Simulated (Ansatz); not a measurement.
### Question
Name crystals whose computed values (PBEsol in the plane-wave PAW code Ansatz) fall in these windows: Θ_D (K) 350 to 420; G_Hill (GPa) 16 to 22; highest Γ mode, no LO–TO term (cm⁻¹) 230 to 280.

### Answer


```
crystal            Θ_D (K)  G_Hill (GPa)  highest Γ mode, no LO–TO term (cm⁻¹)
-----------------  -------  ------------  ------------------------------------
Mg, hcp (Mg type)      380          18.7                                   257
```
Others may fit too.

The cell was relaxed under the symmetry of its start.

Potentials: the earlier of the program's two PAW sets. The files were generated under PBE; for other functionals the program regenerates the frozen cores, and for LDA and PBEsol the local potential too.
